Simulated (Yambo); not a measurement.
G0W0@PBEsol for BaAlSiH (space group P3m1, No. 156) in Yambo. Reference settings: 3×3×2 Γ-centred k mesh, 151 bands and a 8 Ry block in the screening, 151 bands in G with the Bruneval-Gonze terminator, plasmon pole fitted at 27.2 eV. The PBEsol gap A → (0, 0.333, 0) on this mesh is 1.05 eV; G0W0 gaps are taken between the same points.

The settings were changed. The gap went from 1.45 eV to 1.43 eV, and the shift of the valence edge from -0.51 eV to -0.36 eV.

What was changed between the two runs?
A) 50 bands in G, no terminator
B) 94 bands in G, no terminator
C) 94 bands in G
D) 7 Ry block

B, 94 bands in G, no terminator. The others gave (gap, valence shift): 94 bands in G: 1.45, -0.50 eV; 7 Ry block: 1.43, -0.48 eV; 50 bands in G, no terminator: 1.40, -0.06 eV.

Geometry relaxed with PBEsol; primitive cell a = b = 4.2991 Å, c = 5.0620 Å, α = β = 90.00°, γ = 120.00°.

The structure is a Materials Project entry; no match was found in the copy of COD used, and its stability was not checked.

A shift is the quasiparticle energy of the state minus its PBEsol energy.
